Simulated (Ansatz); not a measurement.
This cell of W (bcc, W type) is off equilibrium:

```
CELL_PARAMETERS angstrom
     -1.53441     1.53441     1.65716
      1.53441    -1.53441     1.65716
      1.53441     1.53441    -1.65716
ATOMIC_POSITIONS crystal
  W  0.00000 0.00000 0.00000
```

Computed with r2SCAN (plane waves to 500 eV, PAW, scalar-relativistic; Ansatz, an electronic-structure program). k mesh 21×21×21 (Γ-centred), Fermi-Dirac smearing 0.05 eV. E stands for the smeared free energy. Compression counts positive. With partly filled bands, the response to shear is sensitive to the k mesh, so small differences along c/a are uncertain. Spin-orbit coupling is left out, though W is heavy. The PAW data are Ansatz's earlier set. W is run without spin polarisation. W was relaxed with its symmetry unable to fall.

Task: What is the stress tensor (GPa)?

Result: 
```
   15.9      0.0      0.0
    0.0     15.9      0.0
    0.0      0.0     -9.0
```
The pressure, a third of the trace, is 7.6 GPa.

Task: It is the relaxed cell deformed to V/V₀ = 0.980, (c/a)/(c/a)₀ = 1.080, c along z, fractional positions held. What is its energy relative to the relaxed cell?

Result: 71 meV/atom.

(A scan under strain: stresses follow from slopes of the energy per volume, elastic moduli from its curvatures.)
